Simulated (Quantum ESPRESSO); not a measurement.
## Calculated data, Si3BC4 (made-up cell)

Calculation on a made-up crystal cell, not a measurement: periodic Kohn-Sham density functional theory in plane waves with PseudoDojo standard norm-conserving scalar-relativistic pseudopotentials, each functional with its own files (v0.5 for PBE, v0.4.1 for LDA and PBEsol), no spin polarisation, no spin-orbit coupling, atoms not relaxed, stress positive in tension, energies less a fixed whole-eV offset for each atom's element; levels are Kohn-Sham levels at fractions of this cell's reciprocal vectors, counted from the reference band (half the neutral cell's valence electrons, rounded up) at Gamma; error bars cover cutoff and k-mesh only, not smearing or the files; added strain carries the atoms with the cell, and shear is the tensor component; each bar is the largest change over components, and at least 0.002 eV, 0.002 eV per angstrom or 0.02 GPa; energies are for the whole cell, and the offsets were chosen from early runs and are not element reference energies. Program: Quantum ESPRESSO 7.5.

Settings shared by all entries: lattice type zincblende/diamond; functional pbe; cutoff 1116 eV; fermi dirac smearing 0.1 eV; scf tolerance 1e-07 eV; electrons removed 0; k mesh 6 x 6 x 6, shifted by half a step.

(1) 
```cif
# cell vector a (Å): 4.3311 -0.0127 0.0040
# cell vector b (Å): -0.0127 4.2406 -0.0482
# cell vector c (Å): 0.0040 -0.0482 4.3408
data_Si3BC4
_symmetry_space_group_name_H-M 'P 1'
_symmetry_Int_Tables_number 1
_cell_length_a 4.3311
_cell_length_b 4.2409
_cell_length_c 4.3411
_cell_angle_alpha 91.288
_cell_angle_beta 89.892
_cell_angle_gamma 90.340
_cell_volume 79.71
loop_
_atom_site_label
_atom_site_type_symbol
_atom_site_fract_x
_atom_site_fract_y
_atom_site_fract_z
_atom_site_occupancy
B1 B 0.95509 0.00097 0.97916 1
Si1 Si 0.99441 0.51132 0.47493 1
Si2 Si 0.52043 0.01866 0.49805 1
Si3 Si 0.48132 0.47543 0.02022 1
C1 C 0.27034 0.24083 0.25157 1
C2 C 0.23628 0.75567 0.75914 1
C3 C 0.75534 0.30575 0.78159 1
C4 C 0.75088 0.78502 0.27876 1
_calc_stress_xx ?
```

Atoms:
```csv
atoms element,atom site,atom energy offset (eV)
B,1,-79
Si,2,-115
Si,3,-115
Si,4,-115
C,5,-163
C,6,-163
C,7,-163
C,8,-163
```

(2) 
```cif
# cell vector a (Å): 4.3311 -0.0127 0.0040
# cell vector b (Å): -0.0127 4.2406 -0.0482
# cell vector c (Å): 0.0040 -0.0482 4.3408
data_Si3BC4
_symmetry_space_group_name_H-M 'P 1'
_symmetry_Int_Tables_number 1
_cell_length_a 4.3311
_cell_length_b 4.2409
_cell_length_c 4.3411
_cell_angle_alpha 91.288
_cell_angle_beta 89.892
_cell_angle_gamma 90.340
_cell_volume 79.71
loop_
_atom_site_label
_atom_site_type_symbol
_atom_site_fract_x
_atom_site_fract_y
_atom_site_fract_z
_atom_site_occupancy
B1 B 0.95509 0.00097 0.97916 1
Si1 Si 0.99441 0.51132 0.47493 1
Si2 Si 0.52043 0.01866 0.49805 1
Si3 Si 0.48132 0.47543 0.02022 1
C1 C 0.27034 0.24083 0.25157 1
C2 C 0.23628 0.75567 0.75914 1
C3 C 0.75534 0.30575 0.78159 1
C4 C 0.75092 0.79889 0.27891 1
_calc_stress_xz ?
_calc_stress_yy ?
_calc_stress_xx ?
```

Atoms:
```csv
atoms element,atom site,atom energy offset (eV)
B,1,-79
Si,2,-115
Si,3,-115
Si,4,-115
C,5,-163
C,6,-163
C,7,-163
C,8,-163
```

## Withheld values
1. Give the missing stress xx for Si3BC4 (made-up cell) (entry 1).
2. Si3BC4 (made-up cell) (entry 2): stress xz?
3. Si3BC4 (made-up cell) (entry 2): stress yy?
4. Estimate the stress xx of Si3BC4 (made-up cell) (entry 2).

Calculated values
1. -3.234 GPa
2. 8.691 GPa
3. -1.474 GPa
4. -3.929 GPa

Further results for Si3BC4 (made-up cell) (entry 1):

| Quantity | Value |
| --- | --- |
| free energy less offsets | -2.06 eV |
| smearing term minus ts | -0.06571 eV |
| scf iterations | 12 |
| pressure | 1.745 GPa |
| stress yy | -1.249 GPa |
| stress zz | -0.7515 GPa |
| stress yz | -3.83 GPa |
| stress xz | 7.107 GPa |
| stress xy | 4.06 GPa |
| fermi level | -0.9118 eV |
| reference band | 16 |
| error bar energy | 0.003575 eV |
| error bar stress | 0.1067 GPa |
| error bar force | 0.01084 eV/Å |
| error bar next band up | 0.002 eV |
| error bar fermi level | 0.01091 eV |
| error bars from | tighter rerun of a related cell |

Forces:
```csv
site,x (eV/Å),y (eV/Å),z (eV/Å)
1,1.434,-0.2398,0.379
2,1.144,-0.388,1.819
3,-3.055,0.6662,3.814
4,-0.02524,5.511,-1.752
5,-4.064,-0.8592,1.433
6,-0.2823,1.696,1.362
7,2.5,-4.75,-1.872
8,2.348,-1.637,-5.184
```

Levels:
```csv
level k point,next band up (eV)
Gamma,0.4815
"(1/2,1/2,1/2)",3.889
"(0.15,0,0)",0.9703
"(0,0.15,0)",0.9108
"(0,0,0.15)",0.919
```

Further results for Si3BC4 (made-up cell) (entry 2):

| Property | Result |
| --- | --- |
| free energy less offsets | -1.919 eV |
| smearing term minus ts | -0.06484 eV |
| scf iterations | 12 |
| pressure | 2.231 GPa |
| stress zz | -1.291 GPa |
| stress yz | -5.371 GPa |
| stress xy | 4.459 GPa |
| fermi level | -0.8774 eV |
| reference band | 16 |
| error bar energy | 0.003575 eV |
| error bar stress | 0.1067 GPa |
| error bar force | 0.01084 eV/Å |
| error bar next band up | 0.002 eV |
| error bar fermi level | 0.01091 eV |
| error bars from | tighter rerun of a related cell |

Forces:
```csv
site,x (eV/Å),y (eV/Å),z (eV/Å)
1,1.379,-0.1484,0.4207
2,0.8297,0.01014,1.592
3,-3.843,1.306,4.523
4,-0.07214,5.522,-1.779
5,-4.086,-0.6792,1.449
6,-0.252,1.694,1.331
7,2.502,-4.555,-1.878
8,3.542,-3.151,-5.658
```

Levels:
```csv
level k point,next band up (eV)
Gamma,0.4426
"(1/2,1/2,1/2)",3.885
"(0.15,0,0)",0.9385
"(0,0.15,0)",0.8655
"(0,0,0.15)",0.8737
```
